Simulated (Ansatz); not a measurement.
MgO (rock salt)

Space group Fm-3m (No. 225); a = 4.2537 Å, b = 4.2537 Å, c = 4.2537 Å, α = 90.00°, β = 90.00°, γ = 90.00°

```json
[
 {"atom": "O", "site": "4a", "symmetry": "m-3m", "x": "0.0000", "y": "0.0000", "z": "0.0000"},
 {"atom": "Mg", "site": "4b", "symmetry": "m-3m", "x": "0.5000", "y": "0.5000", "z": "0.5000"}
]
```
(The calculation used a cell of 2 atoms; values per cell refer to that cell.)

Two coordinates are scanned: the volume, and the ratio of the stretch along z (the conventional c axis) to the stretch across it. Atoms keep their fractional coordinates.

All values below come from PBE (plane waves to 420 eV, PAW, scalar-relativistic; Ansatz, a program for electronic structure). k mesh 13×13×13 (Γ-centred), Fermi-Dirac smearing 0.05 eV. E stands for the smeared free energy. MgO was relaxed with its symmetry unable to fall. The zero of ΔE is the relaxed starting cell.

**Question.** Estimate the ΔE (eV/atom) for all points of the grid V/V₀ = 0.960, 0.980, 1.000, 1.020, 1.040 by (c/a)/(c/a)₀ = 0.920, 0.960, 1.000, 1.040, 1.080.

**Answer.** ΔE (eV/atom), with V/V₀ across and (c/a)/(c/a)₀ down:

```csv
(c/a)/(c/a)₀ \ V/V₀,0.960,0.980,1.000,1.020,1.040
0.920,0.0411,0.0324,0.0277,0.0269,0.0294
0.960,0.0153,0.0087,0.0063,0.0074,0.0117
1.000,0.0077,0.0019,0.0000,0.0017,0.0067
1.040,0.0141,0.0077,0.0052,0.0064,0.0109
1.080,0.0315,0.0234,0.0194,0.0191,0.0222
```

(Under strain, the slope of the energy per volume gives the stress and its curvature an elastic modulus.)
